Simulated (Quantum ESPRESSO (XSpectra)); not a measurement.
Quantum ESPRESSO (XSpectra) run for X-ray absorption at the Se K edge of SnSe (Pnma). Geometry: Materials Project entry mp-691 (a computed structure). The cell is the entry's, not relaxed again. The ground-state test found a gap, so occupations are fixed and the excited electron is left out (charged cell on a uniform background); energies count from the highest occupied level. pw.x input:

```
&CONTROL
  calculation = 'scf'
  prefix = 'x'
  pseudo_dir = './pseudo'
  outdir = './out'
/
&SYSTEM
  ibrav = 0
  nat = 32
  ntyp = 3
  ecutwfc = 58
  input_dft = 'PZ'
  tot_charge = 1
  occupations = 'fixed'
/
&ELECTRONS
  conv_thr = 3.2e-07
  mixing_beta = 0.4
/
ATOMIC_SPECIES
Seh 78.971 Se.lda-tm-gipaw-star1s.UPF
Sn 118.710 Sn.upf
Se 78.971 Se.lda-tm-gipaw.UPF
CELL_PARAMETERS angstrom
   0.000000000    8.252500000    0.000000000
   0.000000000    0.000000000    9.401820000
  11.664460000    0.000000000    0.000000000
ATOMIC_POSITIONS crystal
Sn     0.375000000    0.188275000    0.618790000
Sn     0.375000000    0.688275000    0.618790000
Sn     0.875000000    0.188275000    0.618790000
Sn     0.875000000    0.688275000    0.618790000
Sn     0.125000000    0.311725000    0.381210000
Sn     0.125000000    0.811725000    0.381210000
Sn     0.625000000    0.311725000    0.381210000
Sn     0.625000000    0.811725000    0.381210000
Sn     0.125000000    0.438275000    0.881210000
Sn     0.125000000    0.938275000    0.881210000
Sn     0.625000000    0.438275000    0.881210000
Sn     0.625000000    0.938275000    0.881210000
Sn     0.375000000    0.061725000    0.118790000
Sn     0.375000000    0.561725000    0.118790000
Sn     0.875000000    0.061725000    0.118790000
Sn     0.875000000    0.561725000    0.118790000
Seh    0.125000000    0.254590000    0.148550000
Se     0.125000000    0.754590000    0.148550000
Se     0.625000000    0.254590000    0.148550000
Se     0.625000000    0.754590000    0.148550000
Se     0.375000000    0.245410000    0.851450000
Se     0.375000000    0.745410000    0.851450000
Se     0.875000000    0.245410000    0.851450000
Se     0.875000000    0.745410000    0.851450000
Se     0.375000000    0.004590000    0.351450000
Se     0.375000000    0.504590000    0.351450000
Se     0.875000000    0.004590000    0.351450000
Se     0.875000000    0.504590000    0.351450000
Se     0.125000000    0.495410000    0.648550000
Se     0.125000000    0.995410000    0.648550000
Se     0.625000000    0.495410000    0.648550000
Se     0.625000000    0.995410000    0.648550000
K_POINTS automatic
2 2 1 0 0 0
```

xspectra.x input:

```
&input_xspectra
  calculation = 'xanes_dipole'
  edge = 'K'
  prefix = 'x'
  outdir = './out'
  xonly_plot = .false.
  xiabs = 1
  xcoordcrys = .false.
  xepsilon(1) = 1.0
  xepsilon(2) = 0.0
  xepsilon(3) = 0.0
  xniter = 1500
  xcheck_conv = 50
  xerror = 0.002
  x_save_file = 'x0.sav'
/
&plot
  xnepoint = 451
  xemin = -5.0
  xemax = 40.0
  xgamma = 1.5
  terminator = .true.
  cut_occ_states = .true.
/
&pseudos
  filecore = 'core.wfc'
/
&cut_occ
  cut_desmooth = 0.1
  cut_stepl = 0.01
  cut_ierror = 1e-6
/
2 2 2 1 1 1
```

End of the pw.x output:

```
   -13.9905 -13.9903 -13.9800 -13.9769 -13.9761 -13.9750 -13.9744 -13.9719
   -13.9713 -13.9656 -13.9654 -13.9630 -13.9547 -13.9504 -13.9501 -13.9470
    -8.9682  -6.0727  -6.0468  -6.0249  -5.8982  -5.8235  -5.7965  -5.7950
    -5.6740  -5.4689  -5.4538  -5.4275  -5.2619  -5.2218  -5.1971  -5.1938
    -0.7980  -0.6690  -0.6021  -0.5258   0.0748   0.1207   0.1375   0.3337
     0.3373   0.3843   0.3975   0.4211   0.7870   0.8165   0.8423   0.8860
     2.2179   2.2533   2.3587   2.8920   2.9104   3.0277   3.0634   3.0707
     3.1202   3.1549   3.2619   3.2732   3.6658   3.6705   3.9644   3.9830
     4.0928   4.2680   4.3267   4.3509   4.3918   4.7462   4.8269   5.0490
     5.0495   5.0732   5.0791   5.0951   5.3238   5.3907   5.4526   5.5116
     5.6030   5.6034   5.6468   5.6681   5.8731   6.0266   6.0399   6.1023
     6.1884   6.2001   6.2802   6.2810   6.3994   6.4176   6.4629   6.4787

     highest occupied level (ev):     6.8333

!    total energy              =   -3135.63090445 Ry
     estimated scf accuracy    <       0.00000006 Ry

     The total energy is the sum of the following terms:
     one-electron contribution =   -1022.02533834 Ry
     hartree contribution      =     687.89290472 Ry
     xc contribution           =   -1080.43569158 Ry
     ewald contribution        =   -1721.06277925 Ry

     convergence has been achieved in  14 iterations

     XML data file, charge density, pseudopotentials, collected wavefunctions
```

xspectra.x output, shortened:

```
... Begin STEP 1 ...

        Radial transition matrix element(s) used in the calculation of the
        initial vector of the Lanczos basis (|tilde{phi}_abs> normalized)
        | For PAW proj. (l=1) #1: radial matrix element =   0.003687209
        | For PAW proj. (l=1) #2: radial matrix element =   0.004737717

NB: the     2 k-point are not all listed below because npool=  4
        |-------------------------------------------------------------
        ! k-point #     1:  ( 0.1769,  0.2500,  0.2194),  0.2500,   1
        |-------------------------------------------------------------
 okvan= F
        |   Norm of the initial Lanczos vector: 0.28547694E-02
        !   => CONVERGED at iter    250 with error=  0.00147402
        |-------------------------------------------------------------
        ! k-point #     2:  ( 0.5306,  0.2500,  0.2194),  0.2500,   1
        |-------------------------------------------------------------
 okvan= F
        |   Norm of the initial Lanczos vector: 0.28547694E-02
        !   => CONVERGED at iter    250 with error=  0.00080965

     Results of STEP 1 successfully written in x_save_file
     x_save_file name:
     ->  x0.sav
     x_save_file version:  2

     ... End STEP 1 ...

     ... Begin STEP 2 ...

     The spectrum is calculated using the following parameters:
        energy-zero of the spectrum [eV]:    6.8333
        the occupied states are elimintate from the spectrum

        ...
... Begin STEP 2 ...

     The spectrum is calculated using the following parameters:
        energy-zero of the spectrum [eV]:    6.8333
        the occupied states are elimintate from the spectrum
        xemin [eV]:  -5.00
        xemax [eV]:  40.00
        xnepoint:  451
        constant broadening parameter [eV]:    1.500
        Core level energy [eV]: -0.1266E+05
         (from electron binding energy of neutral atoms in X-ray data booklet)

     Cross-section successfully written in xanes.dat

     ... End STEP 2 ...

     xanes        :     52.28s CPU     52.73s WALL (       1 calls)

     -------------------------------------------------------------------------
                                END JOB XSpectra
     -------------------------------------------------------------------------
```

xanes.dat for the field along x, every fifth line (energy in eV, cross section):

```
   -5.000   5.4060e-05
   -4.500   5.9880e-05
   -4.000   6.6870e-05
   -3.500   7.5410e-05
   -3.000   8.6030e-05
   -2.500   9.9510e-05
   -2.000   1.1700e-04
   -1.500   1.4030e-04
   -1.000   1.7200e-04
   -0.500   2.1570e-04
    0.000   2.7550e-04
    0.500   3.5470e-04
    1.000   4.5100e-04
    1.500   5.5080e-04
    2.000   6.3420e-04
    2.500   6.9350e-04
    3.000   7.2880e-04
    3.500   7.3940e-04
    4.000   7.2810e-04
    4.500   6.9480e-04
    5.000   6.4170e-04
    5.500   5.8600e-04
    6.000   5.4730e-04
    6.500   5.3280e-04
    7.000   5.3790e-04
    7.500   5.5120e-04
    8.000   5.6040e-04
    8.500   5.5920e-04
    9.000   5.5010e-04
    9.500   5.4030e-04
   10.000   5.3610e-04
   10.500   5.3790e-04
   11.000   5.4030e-04
   11.500   5.3850e-04
   12.000   5.3360e-04
   12.500   5.2940e-04
   13.000   5.2670e-04
   13.500   5.2440e-04
   14.000   5.2510e-04
   14.500   5.3250e-04
   15.000   5.4600e-04
   15.500   5.5910e-04
   16.000   5.6560e-04
   16.500   5.6710e-04
   17.000   5.6930e-04
   17.500   5.7590e-04
   18.000   5.8710e-04
   18.500   6.0140e-04
   19.000   6.1540e-04
   19.500   6.2400e-04
   20.000   6.2390e-04
   20.500   6.1750e-04
   21.000   6.0990e-04
   21.500   6.0400e-04
   22.000   5.9970e-04
   22.500   5.9580e-04
   23.000   5.9120e-04
   23.500   5.8680e-04
   24.000   5.8390e-04
   24.500   5.8310e-04
   25.000   5.8450e-04
   25.500   5.8700e-04
   26.000   5.8780e-04
   26.500   5.8520e-04
   27.000   5.8180e-04
   27.500   5.8290e-04
   28.000   5.9060e-04
   28.500   6.0150e-04
   29.000   6.0870e-04
   29.500   6.0780e-04
   30.000   5.9950e-04
   30.500   5.8680e-04
   31.000   5.7200e-04
   31.500   5.5650e-04
   32.000   5.4160e-04
   32.500   5.2830e-04
   33.000   5.1630e-04
   33.500   5.0470e-04
   34.000   4.9280e-04
   34.500   4.8180e-04
   35.000   4.7420e-04
   35.500   4.7190e-04
   36.000   4.7370e-04
   36.500   4.7660e-04
   37.000   4.7860e-04
   37.500   4.7990e-04
   38.000   4.8000e-04
   38.500   4.7660e-04
   39.000   4.6750e-04
   39.500   4.5420e-04
   40.000   4.4080e-04
```
